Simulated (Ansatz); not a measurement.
K3SnHF8 — coordination and ³⁹K quadrupole coupling

Cell: an entry of the Crystallography Open Database (COD) whose atoms were relaxed with PBE, the cell held.

Space group C2/c (No. 15); a = 8.7630, b = 14.0700, c = 6.8280 Å, β = 93.08°.

```csv
site,Wyckoff,site symmetry,x,y,z
K1,8f,1,0.2198,0.1006,0.7954
K5,4e,2,0.5000,0.8537,0.7500
Sn,4e,2,0.5000,0.6819,0.2500
H,4b,-1,0.5000,0.0000,0.0000
F11,4e,2,0.5000,0.5403,0.2500
F13,8f,1,0.5411,0.6848,0.5406
F17,8f,1,0.3748,0.0054,0.5368
F21,4e,2,0.5000,0.8237,0.2500
F23,8f,1,0.2207,0.1868,0.1955
```

One atom of each set is listed; the run and its k-mesh use a cell of 26 atoms with edges of 8.29, 8.29, 6.83 Å.

The numbers come from a DFT calculation in Ansatz (PBE, plane waves and PAW, scalar-relativistic, 420 eV cutoff, Γ-centred 3×3×4 k-points, Fermi–Dirac smearing 0.02 eV).

Q(³⁹K) = 60.30 mb.

(1) Rank these K sites by |C_Q|, smallest first.
A. K5: 8 F at 2.52–3.03 Å; also 2 F at 3.44 Å
B. K1: 8 F at 2.56–3.04 Å

Answers

(1) B (2.77 MHz, η = 0.38), A (3.51 MHz, η = 0.96).

Like point charges on the first shell alone (each adding as 1/d³) would give the same order.
